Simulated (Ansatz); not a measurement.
The start is a randomly generated symmetric cell of TaRu (space group No. 139). The cell and all atomic positions are relaxed at zero pressure with PBE (plane waves to 420 eV, PAW, scalar-relativistic; Ansatz, a first-principles code). The first steps use a coarse 11×11×11 k-mesh.

Starting cell:
```yaml
crystal:
  lattice:
    - [-2.00025, 2.00025, 2.22039]
    - [2.00025, -2.00025, 2.22039]
    - [2.00025, 2.00025, -2.22039]
  atoms:
    - { symbol: Ru, position: [0.50000, 0.50000, 0.00000] }
    - { symbol: Ta, position: [0.00000, 0.00000, 0.00000] }
```

Task: Does the structure survive the relaxation? Give the final space group.

Result: The space group goes from I4/mmm (No. 139) to Fm-3m (No. 225); the end is rock salt type, with 2 atoms in the primitive cell.

Task: How does the volume per atom move from start to end?

Result: -0.6 %, from 17.77 to 17.66 Å³/atom.

Task: How do the shortest distances between atoms change?

Result: The closest pairs of elements (up to four, under 3.6 Å), start → end: Ru–Ta 2.22 → 2.60 Å; Ru–Ru 3.60 → 3.68 Å; Ta–Ta 3.60 → 3.68 Å.

Task: What band gap does the relaxed structure have at this level?

Result: No gap (metallic).

Task: Give the final cell and atomic positions.

Result: 
```cif
data_Ru4Ta4
_chemical_formula_sum 'Ru4 Ta4'
_space_group_name_H-M_alt 'Fm-3m'
_space_group_IT_number 225
_space_group_name_Hall '-F 4 2 3'
_cell_length_a 5.20786
_cell_length_b 5.20786
_cell_length_c 5.20786
_cell_angle_alpha 90.000
_cell_angle_beta 90.000
_cell_angle_gamma 90.000
loop_
_atom_site_label
_atom_site_type_symbol
_atom_site_symmetry_multiplicity
_atom_site_Wyckoff_symbol
_atom_site_fract_x
_atom_site_fract_y
_atom_site_fract_z
_atom_site_occupancy
Ru1 Ru 4 b 0.50000 0.50000 0.50000 1
Ta1 Ta 4 a 0.00000 0.00000 0.00000 1
```
(The calculation used a cell of 2 atoms; values per cell refer to that cell.)

Final values are on a 15×15×15 k-mesh of the relaxed cell. The start holds a very short contact (Ru–Ta 2.22 Å). No spin polarisation in the result.

The run could not lose the symmetry of its start: the end is stationary, and may be a saddle point rather than a minimum.

All atoms sit on sites fixed by symmetry, so only the cell could relax.

The relaxed structure here is a generated cell of TaRu: the first start was made by a random draw of sites in a space group, and the end was not matched to a known phase here, so it may be hypothetical.
